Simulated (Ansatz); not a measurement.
The elements of this relaxed trial crystal are hidden behind letters.

```
lattice vectors (Å)
  -2.0751    2.0751    8.8307
   2.0751   -2.0751    8.8307
   2.0751    2.0751   -8.8307
fractional positions
X 0.8293 0.8293 0.0000
X 0.1707 0.1707 0.0000
Z 0.5000 0.5000 0.0000
Q 0.4073 0.9073 0.5000
Q 0.0927 0.5927 0.5000
Q 0.7500 0.2500 0.5000
```

Theory: DFT PBE, scalar-relativistic, plane waves, PAW in Ansatz 0.2.0. The final run on the 6-atom cell used 420 eV, a Γ-centred 10×10×10 mesh, 0.02 eV smearing and no spin polarisation.

| Item | Value |
| --- | --- |
| Space group | I-4m2 (No. 119) |
| Conventional cell | a = 4.150 Å, c = 17.661 Å |
| Volume per atom | 25.35 Å³ |
| Density | 4.30 g/cm³ |
| Formation energy | −0.391 eV/atom |
| Gap on the 10×10×10 mesh of the 6-atom cell | 0.84 eV |

Energies are uncorrected and count from the elements' standard states at the same level.

Question: X is a p-block element of period 3, Z is a p-block element of period 5 and Q is a p-block element of period 4. Which elements are they?

Answer: X = Al, Z = In, Q = As, so the formula is Al2InAs3. Density times volume gives a mean mass of 4.30 × 25.35/1.6605 = 65.6 u per atom, and this set has 65.6 u. Al has 4 As at 2.49–2.50 Å; around In lie 4 As at 2.64 Å; As on a site of symmetry 2mm is surrounded by 2 Al at 2.49 Å and 2 In at 2.64 Å; 1 more site not described. Other sets within the hints have nearly the same mass, so mass alone doesn't settle it; this one was computed.

Kohn–Sham gaps at this level usually fall short of measured ones. A structure relaxed within its symmetry needn't be a true minimum.
